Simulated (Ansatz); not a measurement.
BaGaGeH in space group P3m1 (No. 156; Ba on 1b, Ga on 1a, Ge on 1c, H on 1a), plane-wave PAW r²SCAN (Ansatz code). The conduction-band minimum lies at A, with 1 equivalent valley. Second derivatives d²E/dk² of the lowest band at one valley (eV·Å²), along Cartesian directions:

```
direction  d²E/dk²
---------  -------
[100]        259.0
[010]        259.0
[001]        27.02
[110]        259.0
[101]        143.8
[011]        143.7
```

Question: Find the principal effective masses, the density-of-states mass and the conductivity mass.

Answer: Off-diagonal terms follow from H_xy = H[110] − (H_xx + H_yy)/2, and m*/mₑ = 7.620 eV·Å² over each eigenvalue: 0.029, 0.029, 0.28. One valley's DOS mass (m₁m₂m₃)^(1/3) = 0.063, conductivity mass 3/(Σ 1/mᵢ) = 0.042 mₑ.

Question: What effective density of states Nc follows at 300 K for parabolic valleys?

Answer: Nc = 2.509e19 × 1 × (0.063)^(3/2) ≈ 4.0e17 cm⁻³.

The first step of the workflow began from a Materials Project structure, measured or hypothetical; the Crystallography Open Database files this formula in space group No. 156, but the cells were not matched. Its standing as an ambient phase is unchecked. Symmetry was held in the r²SCAN relaxation; its stability against distortions is not shown here. Scalar-relativistic: spin–orbit coupling is off unless named, which matters more the heavier the elements.

Potentials: the later of the program's two PAW sets.

Edges and masses are those of Kohn–Sham bands, whose gap is no quasiparticle gap.
